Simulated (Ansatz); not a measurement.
Ansatz input file:

```yaml
crystal:
  lattice:
    - [4.380838808, 0.0, 0.0]
    - [-2.190419404, 3.7939176976, 0.0]
    - [0.0, 0.0, 25.1077656495]
  atoms:
    - { symbol: Te, position: [0.6666666667, 0.3333333333, 0.2987123627] }
    - { symbol: Bi, position: [0.0, 0.0, 0.3790161249] }
    - { symbol: Te, position: [0.3333333333, 0.6666666667, 0.4476575435] }
    - { symbol: Te, position: [0.6666666667, 0.3333333333, 0.5523424565] }
    - { symbol: Bi, position: [0.0, 0.0, 0.6209838751] }
    - { symbol: Te, position: [0.3333333333, 0.6666666667, 0.7012876373] }
basis:
  ecutwfc: 420
kpoints:
  mp_grid: { grid: [9, 9, 1] }
hamiltonian:
  xc: pbesol
scf:
  occupations: { method: gaussian, width: 0.05 }
  max_iter: 5
output:
  forces: true
  stress: true
  eigenvalues: true
efield:
  axis: 3
  dipole_correction: true
  ramp_width: 0.04
```

Command:
```bash
ansatz run input.yaml --threads 1 --pin off --max-ram 2560MiB --backend cpu --events-out ev --progress --plain --runs-dir out
```

Computed with Ansatz, DFT PBEsol, scalar-relativistic, plane waves, PAW.

Abridged output:

```
Pseudopotentials: kind: paw
Pseudopotential: Te, paw, valence charge 16, recommended cutoff 420 eV (normal)
Pseudopotential: Bi, paw, valence charge 15, recommended cutoff 420 eV (normal)
Functional definition: PBEsol
Crystal: 6 atoms, lattice volume = 417.305 Å³
Basis set: ecut = 420 eV, 8237 PW (Γ), exchange–correlation on 60×60×360 points (8 copies of the dense FFT grid, shifted against one another)
Bands: 57, of which v1, the nominal top of the filled ones, is band 47 counted from 1 (46 counted from 0)
Symmetry: 6 space group operations
k-points: 12 of 81 (time reversal used)
Initial density: superposition of atomic densities (neutral atoms: chi_scale 0, normalization atom), corrected by the library's trained network
Initial wavefunctions: pseudopotential atomic-orbital guess
Functional: x = pbesol(κ = 0.804, μ = 0.12345679), c = pbesol(β = 0.046)
SCF iter   1: F=—  HF=-52089.619653 eV  |F-HF|=—  |Δ(HF+E_count)|=         —  Δρ=2.41e-3  dr2=4.30e-1  ethr=1.77e-3  p=0.000 e·Å  D=5.94e-14 V/Å  ΔV_dip= 0.00 eV  dr2_dipole=1.73e-6  V_vac-E_F(+/−)=5.33/5.33 eV  ⟨swp⟩=9.6  Hψ=3082  notcnv=0  defer=20
efield: sawtooth ramp at fractional position 0.9800 (placed from the atoms, in the widest stretch of the axis that holds none; the zero of the levels goes with the place), width 0.0400; the density the first Hamiltonian is built on has a dipole p = 0.000 e·Å; the dipole correction subtracts the counter field D = 5.94e-14 V/Å, which shifts the + side's vacuum level by  0.00 eV against the − side's; the planar-averaged density in the ramp window peaks in size at 6.2e-6 e/Å³
SCF iter   2: F=—  HF=-52089.605220 eV  |F-HF|=—  |Δ(HF+E_count)|=   1.44e-2  Δρ=1.45e-3  dr2=8.94e-2  ethr=4.58e-4  p= 0.000 e·Å  D=-3.16e-6 V/Å  ΔV_dip=0.00 eV  dr2_dipole=7.95e-7  V_vac-E_F(+/−)=5.56/5.56 eV  ⟨swp⟩=2.0  Hψ=877  notcnv=0  defer=28
SCF iter   3: F=—  HF=-52089.602284 eV  |F-HF|=—  |Δ(HF+E_count)|=   2.94e-3  Δρ=1.24e-3  dr2=4.53e-2  ethr=9.51e-5  p= 0.000 e·Å  D=-7.10e-6 V/Å  ΔV_dip=0.00 eV  dr2_dipole=1.29e-7  V_vac-E_F(+/−)=5.62/5.62 eV  ⟨swp⟩=10.5  Hψ=4971  notcnv=0
SCF iter   4: F=—  HF=-52089.598730 eV  |F-HF|=—  |Δ(HF+E_count)|=   3.55e-3  Δρ=3.76e-4  dr2=2.18e-3  ethr=4.81e-5  p= 0.000 e·Å  D=-5.85e-6 V/Å  ΔV_dip=0.00 eV  dr2_dipole=2.24e-8  V_vac-E_F(+/−)=5.67/5.67 eV  ⟨swp⟩=7.8  Hψ=3693  notcnv=0
SCF iter   5: F=—  HF=-52089.598462 eV  |F-HF|=—  |Δ(HF+E_count)|=   2.67e-4  Δρ=1.25e-4  dr2=2.42e-4  ethr=2.32e-6  p= 0.000 e·Å  D=-1.56e-6 V/Å  ΔV_dip=0.00 eV  dr2_dipole=1.09e-9  V_vac-E_F(+/−)=5.67/5.67 eV  ⟨swp⟩=6.4  Hψ=2946  notcnv=0
Error: did not converge after 5 iterations: dr2 = 2.42e-4 (threshold 1.00e-7), under the density mixer `msr1`, which `scf.mixing.algorithm: auto` chose by the deck's other keys (type `scf.mixing.algorithm: msr1` to keep it); raise `scf.max_iter`, which need not help a stalled SCF, or adjust the mixing (`scf.mixing`) or, under a smearing, its width (`scf.occupations.width`, in either direction: another width is another result); this SCF holds its density and magnetisation to the symmetry operations that it keeps, and cannot end on a state that breaks one of them: if the state sought breaks one, re-run with `crystal.symmetry.detect: false`, without `crystal.symmetry.time_reversal: true`, on a  ...
```

The calculation stopped without meeting its thresholds.

The run took 39 s on 1 thread of AMD EPYC 7R43 64-Core Processor (Zen 3), with other jobs on the host, peak memory 0.64 GiB.

Spin–orbit coupling is left out, which can shift energies with elements as heavy as these.